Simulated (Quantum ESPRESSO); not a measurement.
# Ta5Ti3: input and log of a self-consistent run

Computed values, not a measurement. The program is pw.x of Quantum ESPRESSO 7.5 (plane-wave density functional theory). The cell is made up: eight metal atoms on a hexagonal close-packed lattice, with elements, volume, strain and displacements drawn at random and not relaxed, so it may be unstable or far from any real phase. PseudoDojo standard norm-conserving files set the functional (PBE unless stated); there is no spin polarisation or spin-orbit coupling, the Fermi-Dirac width of 0.25 eV means electrons at about 2900 K, and the masses in the input are unused placeholders. Heavy elements are run without spin-orbit coupling, which real alloys of them have. A spin test at this wide smearing found no moment, but such smearing suppresses magnetism that the real alloy may have.

Input:

```
&control calculation='scf', pseudo_dir='./dojo.nc.sr.pbe.v0_5.standard.upf', outdir='./o', disk_io='minimal', tprnfor=.true., tstress=.true. /
&system ibrav=0, nat=8, ntyp=2, nbnd=69, ecutwfc=84.00895049, nosym=.true., tot_charge=0,
 occupations='smearing', smearing='fd', degauss=0.0183746611
/
&electrons conv_thr=1.470e-08, electron_maxstep=70, mixing_beta=0.5 /
ATOMIC_SPECIES
Ta 1.0 Ta.upf
Ti 1.0 Ti.upf
CELL_PARAMETERS angstrom
-2.8822 -0.0164 0.0083
0.0418 5.13 -4.7995
-0.015 -5.1002 -4.7675
ATOMIC_POSITIONS angstrom
Ta 0.0101 0.0123 -0.0228
Ta -0.0351 1.6773 -2.3722
Ta -0.0385 0.0038 -4.7811
Ti 0.0882 1.7261 -7.0966
Ti -1.4381 -0.8207 -2.385
Ta -1.3784 -2.5428 -4.7861
Ta -1.3721 -0.816 -7.1642
Ti -1.374 2.6179 -4.7815
K_POINTS automatic
8 4 4 1 1 1
```

The log is shortened where brackets say so; the opening notice, blank lines, dates and the lines on written files are dropped, and the path of the files is cut. It prints rydbergs, bohrs and kilobars, and counts compression as positive stress. Its total energy is the free energy E - TS of the whole cell.

```
     Program PWSCF v.7.5
     Parallel version (MPI & OpenMP), running on       4 processor cores
     Number of MPI processes:                 4
     Threads/MPI process:                     1
     [start-up lines left out]
     bravais-lattice index     =            0
     lattice parameter (alat)  =       5.4467  a.u.
     unit-cell volume          =     951.7638 (a.u.)^3
     number of atoms/cell      =            8
     number of atomic types    =            2
     number of electrons       =       101.00
     number of Kohn-Sham states=           69
     kinetic-energy cutoff     =      84.0090  Ry
     charge density cutoff     =     336.0358  Ry
     scf convergence threshold =      1.5E-08
     mixing beta               =       0.5000
     number of iterations used =            8  plain     mixing
     Exchange-correlation= PBE
                           (   1   4   3   4   0   0   0)
     [axes and pseudopotential details left out]
   Cartesian axes
     site n.     atom                  positions (alat units)
         1        Ta     tau(   1) = (   0.0035042   0.0042675  -0.0079105  )
         2        Ta     tau(   2) = (  -0.0121779   0.5819395  -0.8230351  )
         3        Ta     tau(   3) = (  -0.0133576   0.0013184  -1.6588033  )
         4        Ti     tau(   4) = (   0.0306010   0.5988706  -2.4621663  )
         5        Ti     tau(   5) = (  -0.4989490  -0.2847420  -0.8274761  )
         6        Ta     tau(   6) = (  -0.4782361  -0.8822248  -1.6605380  )
         7        Ta     tau(   7) = (  -0.4760503  -0.2831113  -2.4856201  )
         8        Ti     tau(   8) = (  -0.4767095   0.9082807  -1.6589420  )
     number of k points=    64  Fermi-Dirac smearing, width (Ry)=  0.0184
                       cart. coord. in units 2pi/alat
        k(    1) = (  -0.0627193   0.0001121  -0.0754931), wk =   0.0312500
        k(    2) = (  -0.0625347  -0.0705603  -0.1510304), wk =   0.0312500
     [further k points left out]
     Dense  grid:    98995 G-vectors     FFT dimensions: (  32,  80,  80)
     Estimated max dynamical RAM per process >     380.45 MB
     Estimated total dynamical RAM >       1.42 GB
     Initial potential from superposition of free atoms
     starting charge     100.9907, renormalised to     101.0000
     Starting wfcs are   80 randomized atomic wfcs
     total cpu time spent up to now is        9.9 secs
     per-process dynamical memory:   315.5 Mb
     Self-consistent Calculation
     iteration #  1     ecut=    84.01 Ry     beta= 0.50
     Davidson diagonalization with overlap
     ethr =  1.00E-02,  avg # of iterations =  2.9
     Threshold (ethr) on eigenvalues was too large:
     Diagonalizing with lowered threshold
     Davidson diagonalization with overlap
     ethr =  2.79E-04,  avg # of iterations =  4.8
     total cpu time spent up to now is       47.4 secs
     total energy              =   -1007.01149968 Ry
     estimated scf accuracy    <       0.35003892 Ry
     iteration #  2     ecut=    84.01 Ry     beta= 0.50
     Davidson diagonalization with overlap
     ethr =  3.47E-04,  avg # of iterations =  5.6
     total cpu time spent up to now is       70.0 secs
     total energy              =   -1006.68030769 Ry
     estimated scf accuracy    <       5.86435970 Ry
     iteration #  3     ecut=    84.01 Ry     beta= 0.50
     Davidson diagonalization with overlap
     ethr =  3.47E-04,  avg # of iterations =  5.3
     total cpu time spent up to now is       91.8 secs
     total energy              =   -1007.08000051 Ry
     estimated scf accuracy    <       0.31469552 Ry
     iteration #  4     ecut=    84.01 Ry     beta= 0.50
     Davidson diagonalization with overlap
     ethr =  3.12E-04,  avg # of iterations =  3.3
     total cpu time spent up to now is      109.5 secs
     total energy              =   -1007.03248413 Ry
     estimated scf accuracy    <       1.73647747 Ry
     iteration #  5     ecut=    84.01 Ry     beta= 0.50
     Davidson diagonalization with overlap
     ethr =  3.12E-04,  avg # of iterations =  1.5
     total cpu time spent up to now is      124.4 secs
     total energy              =   -1007.11621252 Ry
     estimated scf accuracy    <       0.05771530 Ry
     [iterations 6 to 17 left out]
     iteration # 18     ecut=    84.01 Ry     beta= 0.50
     Davidson diagonalization with overlap
     ethr =  5.21E-09,  avg # of iterations =  1.0
     total cpu time spent up to now is      338.7 secs
     total energy              =   -1007.12433116 Ry
     estimated scf accuracy    <       0.00000118 Ry
     iteration # 19     ecut=    84.01 Ry     beta= 0.50
     Davidson diagonalization with overlap
     ethr =  1.17E-09,  avg # of iterations =  2.0
     total cpu time spent up to now is      354.0 secs
     total energy              =   -1007.12433128 Ry
     estimated scf accuracy    <       0.00000009 Ry
     iteration # 20     ecut=    84.01 Ry     beta= 0.50
     Davidson diagonalization with overlap
     ethr =  9.16E-11,  avg # of iterations =  5.0
     total cpu time spent up to now is      373.1 secs
     total energy              =   -1007.12433128 Ry
     estimated scf accuracy    <       0.00000019 Ry
     iteration # 21     ecut=    84.01 Ry     beta= 0.50
     Davidson diagonalization with overlap
     ethr =  9.16E-11,  avg # of iterations =  2.3
     total cpu time spent up to now is      389.1 secs
     total energy              =   -1007.12433130 Ry
     estimated scf accuracy    <       0.00000002 Ry
     iteration # 22     ecut=    84.01 Ry     beta= 0.50
     Davidson diagonalization with overlap
     ethr =  1.90E-11,  avg # of iterations =  3.7
     total cpu time spent up to now is      406.4 secs
     End of self-consistent calculation
     [lines on levels left out]
!    total energy              =   -1007.12433129 Ry
     estimated scf accuracy    <       0.00000001 Ry
     smearing contrib. (-TS)   =      -0.16514133 Ry
     internal energy E=F+TS    =   -1006.95918996 Ry
     The total energy is F=E-TS. E is the sum of the following terms:
     one-electron contribution =    -203.90805681 Ry
     hartree contribution      =     146.04955383 Ry
     xc contribution           =    -200.54007875 Ry
     ewald contribution        =    -748.56060824 Ry
     convergence has been achieved in  22 iterations
     Forces acting on atoms (cartesian axes, Ry/au):
     atom    1 type  1   force =     0.00426026    0.00021537    0.00994194
     atom    2 type  1   force =     0.00553424   -0.00138647   -0.03230037
     atom    3 type  1   force =     0.00079874    0.01978512    0.01398906
     atom    4 type  2   force =     0.00708505    0.00354077   -0.01154761
     atom    5 type  2   force =    -0.00432430   -0.02015024   -0.00146137
     atom    6 type  1   force =    -0.00522336    0.00376925    0.04531926
     atom    7 type  1   force =    -0.00077828   -0.00555119   -0.02013241
     atom    8 type  2   force =    -0.00735235   -0.00022261   -0.00380849
     Total force =     0.070741     Total SCF correction =     0.000446
     Computing stress (Cartesian axis) and pressure
          total   stress  (Ry/bohr**3)                   (kbar)     P=       74.87
   0.00038181   0.00000377   0.00000105           56.17        0.55        0.15
   0.00000377   0.00043264   0.00000022            0.55       63.64        0.03
   0.00000105   0.00000022   0.00071233            0.15        0.03      104.79
     init_run     :      9.57s CPU      9.88s WALL (       1 calls)
     electrons    :    394.86s CPU    396.45s WALL (       1 calls)
     forces       :      2.75s CPU      2.77s WALL (       1 calls)
     stress       :      9.61s CPU      9.83s WALL (       1 calls)
     [timing details left out]
     PWSCF        :   6m56.86s CPU   6m59.06s WALL
     JOB DONE.
```

In other units: free energy -13702.625 eV for the cell, pressure 7.49 GPa, largest force component 1.165 eV/Å in size. The run took 421 s of wall time with four MPI processes on a shared machine (Intel Xeon, 2023 or later, virtual cores), so the time is rough. A rerun of this cell at a higher cutoff and on a denser mesh moved values by no more than 0.003 eV in energy, 0.04 GPa in stress and 0.005 eV/Å in force, and a second program with other atomic files agreed on that cell to 2 % rms in force and 0.5 GPa in pressure.